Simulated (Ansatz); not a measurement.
**TlCu2S2: do energies and stresses tell the same story?**

Level of theory: DFT PBEsol, scalar-relativistic, plane waves, PAW (Ansatz).

Cutoff 420 eV; k points 14×14×14 on the computed 5-atom cell (Γ-centred); Gaussian smearing, width 0.10 eV; no spin polarisation.

Relaxed cell: I4/mmm, a = 3.696 Å, b = 3.696 Å, c = 13.394 Å, α = 90.00°, β = 90.00°, γ = 90.00°, 5 atoms in the primitive cell. Whether it is the stable form of this composition wasn't checked.

Energies at zero smearing and pressures from the stress tensor, at volumes with shape and atoms relaxed:
```csv
V (Å³/atom),E − E(first) (meV/atom),P (GPa)
17.198,0.00,3.65
17.747,-8.92,1.65
18.296,-11.58,-0.01
18.844,-9.10,-1.35
19.393,-2.43,-2.45
```

Question: Check P = −dE/dV between neighbouring volumes, and get the bulk modulus from the pressures alone.

Answer: With 1 eV/Å³ = 160.2 GPa:
```json
{"middle V (Å³/atom)": "17.472", "−ΔE/ΔV (GPa)": "2.605", "mean P (GPa)": "2.649"}
{"middle V (Å³/atom)": "18.021", "−ΔE/ΔV (GPa)": "0.775", "mean P (GPa)": "0.819"}
{"middle V (Å³/atom)": "18.570", "−ΔE/ΔV (GPa)": "-0.725", "mean P (GPa)": "-0.680"}
{"middle V (Å³/atom)": "19.119", "−ΔE/ΔV (GPa)": "-1.945", "mean P (GPa)": "-1.901"}
```

The two differ by 0.05 GPa at most. The mean of two end pressures misses the average over a step by about ΔV² P″/12, up to 0.03 GPa here; with that taken off 0.03 GPa remains, from the smearing term (the stress is the derivative of the free energy), the finite cutoff, the mesh or the relaxation's tolerance. Around V = 18.296 Å³/atom, the two neighbours give B = −V ΔP/ΔV = 18.296 × 3.00 / 1.098 = 50.0 GPa, against B0 = 49.9 GPa from the Birch–Murnaghan fit of the energies.

Spin-orbit coupling is left out, which matters for the bands of heavy elements. Spin polarisation was left out, and a magnetic state may lie lower.

A ferromagnetic start lost its moments in a first run, so spin was left out; other magnetic orders weren't tried.

Cost: 6 runs of about 17 core-minutes in all, on Arm Neoverse V2 (shared hosts).